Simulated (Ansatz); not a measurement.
Clean, relaxed (100) surface of Rh, space group Fm-3m (No. 225) (top face towards +c; atoms held fixed, by place in the list: 1, 2):

```yaml
crystal:
  lattice:
    - [2.67286, 0.00000, 0.00000]
    - [0.00000, 2.67286, 0.00000]
    - [0.00000, 0.00000, 22.66999]
  atoms:
    - { symbol: Rh, position: [0.50000, 0.50000, 0.37495] }
    - { symbol: Rh, position: [0.00000, 0.00000, 0.45832] }
    - { symbol: Rh, position: [0.50000, 0.50000, 0.54191] }
    - { symbol: Rh, position: [0.00000, 0.00000, 0.62202] }
```

Method: DFT PBEsol, scalar-relativistic, plane waves, PAW (Ansatz). Plane waves to 420 eV, a k mesh through Γ of 11×11×1 on the computed 4-atom cell and Gaussian smearing (0.10 eV); no spin polarisation. The cell repeats along c with a dipole correction in the vacuum.

H (atom) is adsorbed on the top face, one adsorbate per 7.1 Å², and relaxed from 3 starting sites (fractions of a and b). E_ads counts from the clean slab and the free adsorbate (spin-polarised where it has unpaired electrons); negative means bound. Heights count from the highest slab atom after relaxation. Δφ is the top face's. Δp counts per cell along +c. Bonded neighbours lie within 1.25 times the sum of covalent radii (1.35 for H) and, on that scale, within 12 % of the closest. With the adsorbate the cell is lengthened along c to keep the vacuum.

```csv
start,ends at,E_ads (eV),height (Å),shortest contact,Δφ (eV),Δp (e·Å)
"top (Rh) at (0.00, 0.00)","(0.00, 0.00), 1 bonded neighbour (Rh)",-2.64,1.57,H–Rh 1.57 Å,+0.40,-0.015
"bridge (Rh-Rh) at (0.00, 0.50)","(0.00, 0.50), 2 bonded neighbours (Rh)",-3.03,1.13,H–Rh 1.75 Å,+0.50,-0.018
"hollow (over Rh) at (0.50, 0.50)","(0.50, 0.50), 4 bonded neighbours (Rh)",-3.08,0.54,H–Rh 1.97 Å,+0.15,-0.006
```

Among the sites tried, the lowest end comes from the hollow (over Rh) at (0.50, 0.50) start; other sites may lie lower.

Each end is the local minimum or symmetric point that its start leads to. The slab is only 5.7 Å thick, so the energies aren't converged with thickness.

The adsorbed runs have no spin polarisation, so weakly bound open-shell ends lie too high.